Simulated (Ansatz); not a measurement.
NaHg2:
```yaml
crystal:
  lattice:
    - [5.07508, 0.00000, 0.00000]
    - [-2.53754, 4.39515, 0.00000]
    - [0.00000, 0.00000, 3.26176]
  atoms:
    - { symbol: Hg, position: [0.33333, 0.66667, 0.50000] }
    - { symbol: Hg, position: [0.66667, 0.33333, 0.50000] }
    - { symbol: Na, position: [0.00000, 0.00000, 0.00000] }
```

Relaxed with r²SCAN. Special points in fractions of this cell's reciprocal vectors: Γ (0.000, 0.000, 0.000); M (0.500, 0.000, 0.000); K (0.333, 0.333, 0.000); A (0.000, 0.000, 0.500); L (0.500, 0.000, 0.500); H (0.333, 0.333, 0.500).

Question: List the band energies nearest the Fermi level at these points for DFT-r²SCAN with spin–orbit coupling in the program Ansatz with PAW potentials.

Answer: In eV from the Fermi level; about four levels below and three above (degenerate sets whole), none deeper than 8.9 eV; points with the same levels are listed once.

```csv
k,below,above
Γ,-6.06 -6.06 -0.09 -0.09,0.85 0.85 1.74 1.74
M,-5.06 -5.06 -0.61 -0.61,1.29 1.29 7.60 7.60
K,-5.12 -5.12 -2.39 -2.39,4.66 4.66 5.21 5.21
A,-4.05 -4.05 -2.02 -2.02,2.86 2.86 2.87 2.87
L,-2.17 -2.17 -0.24 -0.24,1.04 1.04 2.11 2.11
H,-2.43 -2.43 -0.11 -0.11,0.53 0.53 0.84 0.84
```

Space group P6/mmm. The workflow started from an entry of the Crystallography Open Database (COD). Its standing as an ambient phase is unchecked. The cell was relaxed with r²SCAN under the symmetry of its start; whether a distortion lowers the energy is not shown.

Potentials: the later of the program's two PAW sets.
